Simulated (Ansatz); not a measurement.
Sn:
```yaml
crystal:
  lattice:
    - [-2.02508, 2.02508, 1.65622]
    - [2.02508, -2.02508, 1.65622]
    - [2.02508, 2.02508, -1.65622]
  atoms:
    - { symbol: Sn, position: [0.00000, 0.00000, 0.00000] }
```

Relaxed with r²SCAN. Special points in fractions of this cell's reciprocal vectors: Γ (0.000, 0.000, 0.000); X (0.000, 0.000, 0.500); M (-0.500, 0.500, 0.500); Z (0.417, 0.417, -0.417); Z0 (-0.417, 0.583, 0.417); P (0.250, 0.250, 0.250); N (0.000, 0.500, 0.000).

List the band energies nearest the Fermi level at these points for r²SCAN with spin–orbit coupling in the plane-wave PAW code Ansatz.

In eV from the Fermi level; about four levels below and three above (degenerate sets whole), none deeper than 8.9 eV; … stands for higher levels left out; points with the same levels are listed once.

```tsv
k	below	above
Γ	–	6.80 6.80 7.51 7.51
X	-7.59 -7.59 -4.96 -4.96	6.12 6.12 8.35 8.35
M	-1.98 -1.98 -1.60 -1.60	2.70 2.70 3.49 3.49
Z	-1.53 -1.53 -1.13 -1.13	0.01 0.01 3.82 3.82
P	-1.02 -1.02 -0.79 -0.79	16.26 16.26 …
N	-5.91 -5.91 -4.47 -4.47	3.15 3.15 4.72 4.72
```

Space group I4/mmm (body-centred tetragonal). This is a known high-pressure phase of the composition, computed here at zero pressure and temperature. Symmetry was held in the r²SCAN relaxation; its stability against distortions is not shown here.

Potentials: the later of the program's two PAW sets.
